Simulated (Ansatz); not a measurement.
C:
```
C
1.0
    0.00000     1.54338     1.54338
    1.54338     0.00000     1.54338
    1.54338     1.54338     0.00000
C
1
Direct
  0.00000   0.00000   0.00000
```

Relaxed with PBE. Special points in fractions of this cell's reciprocal vectors: Γ (0.000, 0.000, 0.000); X (0.500, 0.000, 0.500); U (0.625, 0.250, 0.625); K (0.375, 0.375, 0.750); L (0.500, 0.500, 0.500); W (0.500, 0.250, 0.750).

Q: List the band energies nearest the Fermi level at these points for DFT-PBE in the program Ansatz with PAW potentials.

A: In eV from the Fermi level; about four levels below and three above (degenerate sets whole), none deeper than 8.9 eV; … stands for higher levels left out; points with the same levels are listed once.

```tsv
k	below	above
Γ	–	…
X	-6.73 -5.57	…
U	-5.46 -5.07	…
L	-8.60	…
W	-4.48	…
```

Space group Fm-3m (fcc (Cu type)). A made-up cell: these elements were put on the sites of a structure type; neither database checked (COD, Materials Project) lists it. It is not the phase usual at ambient conditions (space group No. 194, 227). Symmetry was held in the PBE relaxation; whether a distortion lowers the energy is not shown.

Potentials: the later of the program's two PAW sets.
